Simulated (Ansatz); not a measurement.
According to PBEsol in the plane-wave PAW code Ansatz, VSi2 in the hexagonal phase (P6_222; V on 3d, Si on 6j) relaxes to a = 4.522 Å, c = 6.322 Å. Its formation energy from the elements is -0.59 eV/atom, with no fitted shifts.

Electronic character: metallic (no gap).

The bulk modulus is 186 GPa. The relaxed-ion elastic constants in GPa are C11 = 397, C12 = 60.6, C13 = 79.2, C33 = 463, C44 = 140. The elastic constants imply a Debye temperature near 815 K. The highest mode at Γ lies at 432 cm⁻¹.

The cell was relaxed with PBEsol under the symmetry of its start; of distortions, only those at the zone centre were tested. The run is not spin-polarised. As this level gives no gap, shear constants depend on the k-mesh and smearing (Fermi–Dirac, 0.1 eV here). As this level gives no gap, phonon frequencies hold no LO–TO term and depend on the k-mesh and smearing (Fermi–Dirac, 0.1 eV here). The references are the lowest solids computed at this level, not always the standard phases.

Potentials: the later of the program's two PAW sets.
